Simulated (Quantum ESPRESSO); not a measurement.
## NaLi$_{3}$Cl$_{4}$ (changed cell): magnetic shieldings

```yaml
crystal:
  lattice:
    - [5.32455, 0.00000, 0.00000]
    - [0.00000, 5.32455, 0.00000]
    - [0.00000, 0.00000, 5.32455]
  atoms:
    - { symbol: Na, position: [0.00000, 0.00000, 0.00000] }
    - { symbol: Cl, position: [0.50000, 0.00000, 0.00000] }
    - { symbol: Li, position: [0.00000, 0.50000, 0.50000] }
    - { symbol: Cl, position: [0.50000, 0.50000, 0.50000] }
    - { symbol: Li, position: [0.50000, 0.00000, 0.50000] }
    - { symbol: Cl, position: [0.00000, 0.00000, 0.50000] }
    - { symbol: Li, position: [0.50000, 0.50000, 0.00000] }
    - { symbol: Cl, position: [0.00000, 0.50000, 0.00000] }
```
The cell was made here from a computed Materials Project entry: one of 4 Li replaced by Na, cell and atoms relaxed (PBE without dispersion, pw.x of a modified build of Quantum ESPRESSO, symmetry kept). The parent is LiCl in Fm-3m. The swapped cell is a model, not a known phase. Stability against distortions was not tested.

Computed: shieldings by PBE GIPAW on JTH datasets (Quantum ESPRESSO), 30 Ha, k-mesh 3×3×3 shifted, f-sum rule met within 0.02 %.

| site | site symmetry | σ_iso (ppm) | span Ω (ppm) |
|---|---|---|---|
| Na (atom 1) | m-3m | 521 | 0 |
| Cl1 (atoms 2, 6, 8) | 4/mmm | 929 | 7 |
| Li (atoms 3, 5, 7) | 4/mmm | 81 | 0 |
| Cl2 (atom 4) | m-3m | 926 | 0 |

Ω = σ33 − σ11 of the symmetric part; where symmetry doesn't make it nil, it is less certain than σ_iso.

Shieldings are absolute and leave out the bulk-susceptibility term; a larger σ means a smaller chemical shift. By our sweeps, such settings leave a few ppm in absolute σ. The datasets of Na, Cl hold no d projectors, which limits absolute σ on these atoms. Static lattice: thermal averaging is not included.
